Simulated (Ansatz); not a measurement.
Property card of a Hg sheet

The cell was found from a structure generator's guess, not taken from experiment.

Level of theory: DFT PBE, scalar-relativistic, plane waves, PAW in Ansatz 0.2.0. Cutoff 420 eV; k points 16×16×1 on the computed 2-atom cell (Γ-centred); Gaussian smearing, width 0.10 eV; no spin polarisation.

Only a and b repeat, and vacuum parts the sheet from its images along c.

```cif
data_structure
_symmetry_space_group_name_H-M 'P 1'
_symmetry_Int_Tables_number 1
_cell_length_a 3.1911
_cell_length_b 3.1911
_cell_length_c 29.8274
_cell_angle_alpha 90.000
_cell_angle_beta 90.000
_cell_angle_gamma 90.000
_cell_volume 303.74
loop_
_atom_site_label
_atom_site_type_symbol
_atom_site_fract_x
_atom_site_fract_y
_atom_site_fract_z
_atom_site_occupancy
Hg1 Hg 0.50000 0.50000 0.24605 1
Hg2 Hg 0.50000 0.50000 0.35742 1
```

Energies count from the standard state of Hg at the same level. The references include crystalline Hg.

```json
{
 "Layer group": "p4/mmm (No. 61)",
 "In-plane cell": "a = 3.191 Å, b = 3.191 Å, γ = 90.0°",
 "Area per atom": "5.09 Å²",
 "Thickness between the outermost nuclei": "3.32 Å",
 "Energy over the standard state": "+0.08 eV/atom",
 "Band gap over mesh and path": "none (metal or semimetal)",
 "Density of states at the Fermi level": "0.5 states/eV per cell",
 "Bader charges (e)": "Hg1 0.00, Hg2 0.00"
}
```

Levels along Γ–X–M–Γ, in eV from the Fermi level, sorted by energy at each point. Points in fractions of the primitive reciprocal vectors: Γ (0.000 0.000 0.000), X (0.000 0.500 0.000), M (0.500 0.500 0.000).
| point | k (1/Å, with 2π) | band 17 | band 18 | band 19 | band 20 | band 21 | band 22 | band 23 |
| --- | --- | --- | --- | --- | --- | --- | --- | --- |
| Γ | 0.000 | -6.07 | -5.91 | -5.90 | -4.76 | -0.07 | 2.54 | 3.78 |
| - | 0.141 | -6.07 | -5.94 | -5.92 | -4.71 | 0.04 | 2.63 | 3.85 |
| - | 0.281 | -6.06 | -6.00 | -5.98 | -4.55 | 0.32 | 2.87 | 4.08 |
| - | 0.422 | -6.07 | -6.05 | -5.78 | -4.26 | 0.77 | 3.26 | 4.45 |
| - | 0.563 | -6.17 | -6.04 | -5.13 | -3.77 | 1.33 | 3.27 | 3.80 |
| - | 0.703 | -6.05 | -6.03 | -4.28 | -3.06 | 1.58 | 2.02 | 2.78 |
| - | 0.844 | -6.03 | -5.91 | -3.32 | -2.19 | 0.21 | 1.34 | 2.53 |
| X | 0.985 | -6.03 | -5.86 | -2.74 | -1.63 | -0.53 | 0.59 | 2.78 |
| - | 1.125 | -6.05 | -5.86 | -2.69 | -1.58 | -0.42 | 0.70 | 2.88 |
| - | 1.266 | -6.12 | -5.84 | -2.55 | -1.42 | -0.12 | 1.00 | 3.17 |
| - | 1.406 | -6.23 | -5.82 | -2.27 | -1.12 | 0.34 | 1.46 | 3.63 |
| - | 1.547 | -6.03 | -5.78 | -1.84 | -0.67 | 0.90 | 2.02 | 4.20 |
| - | 1.688 | -5.75 | -5.68 | -1.20 | -0.01 | 1.47 | 2.60 | 4.38 |
| - | 1.828 | -5.55 | -5.54 | -0.39 | 0.82 | 1.95 | 2.94 | 3.08 |
| M | 1.969 | -5.48 | -5.47 | 0.17 | 1.41 | 2.15 | 2.15 | 3.27 |
| - | 2.168 | -5.62 | -5.60 | -0.88 | 0.31 | 2.44 | 2.95 | 3.57 |
| - | 2.367 | -5.95 | -5.92 | -2.48 | -1.28 | 3.25 | 3.77 | 4.15 |
| - | 2.566 | -6.31 | -6.17 | -3.93 | -2.66 | 2.70 | 4.42 | 4.81 |
| - | 2.764 | -6.25 | -6.25 | -5.09 | -3.69 | 1.58 | 3.97 | 5.12 |
| - | 2.963 | -6.14 | -6.08 | -5.86 | -4.33 | 0.70 | 3.19 | 4.38 |
| - | 3.162 | -6.09 | -5.96 | -5.95 | -4.66 | 0.13 | 2.71 | 3.93 |
| Γ | 3.361 | -6.07 | -5.91 | -5.90 | -4.76 | -0.07 | 2.54 | 3.78 |

The last run used a 16×16×1 mesh for its 2-atom cell and Gaussian smearing of 0.10 eV. These runs have no spin–orbit coupling, which can matter for Hg.
